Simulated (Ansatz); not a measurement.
ZrGeIr:
```yaml
crystal:
  lattice:
    - [6.60249, 0.00000, 0.00000]
    - [0.00000, 4.04383, 0.00000]
    - [0.00000, 0.00000, 7.53812]
  atoms:
    - { symbol: Zr, position: [0.01958, 0.25000, 0.18754] }
    - { symbol: Zr, position: [0.98042, 0.75000, 0.81246] }
    - { symbol: Zr, position: [0.48042, 0.75000, 0.68754] }
    - { symbol: Zr, position: [0.51958, 0.25000, 0.31246] }
    - { symbol: Ge, position: [0.77036, 0.25000, 0.61721] }
    - { symbol: Ge, position: [0.22964, 0.75000, 0.38279] }
    - { symbol: Ge, position: [0.72964, 0.75000, 0.11721] }
    - { symbol: Ge, position: [0.27036, 0.25000, 0.88279] }
    - { symbol: Ir, position: [0.15050, 0.25000, 0.56503] }
    - { symbol: Ir, position: [0.84950, 0.75000, 0.43497] }
    - { symbol: Ir, position: [0.34950, 0.75000, 0.06503] }
    - { symbol: Ir, position: [0.65050, 0.25000, 0.93497] }
```

This is the r²SCAN-relaxed structure.

Question: All from the program Ansatz at the r²SCAN level (PAW), unless another level is named. Give the electronic character.

Answer: metallic (no gap).

Question: And the formation energy from the elements (no fitted shifts)?

Answer: -94 kJ/mol of atoms.

Question: And the density of states at the Fermi level?

Answer: 0.59 states/eV per atom (mean over ±0.08 eV).

Space group Pnma. The workflow started from a Materials Project entry (that database holds measured and hypothetical structures alike); the Crystallography Open Database copy checked does not list it. Its standing as an ambient phase is unchecked. Symmetry was held in the r²SCAN relaxation; whether a distortion lowers the energy is not shown. No spin polarisation was allowed. The references are the lowest solids computed at this level, not always the standard phases. Scalar-relativistic: spin–orbit coupling is off unless named, which matters more the heavier the elements.

Potentials: the later of the program's two PAW sets.
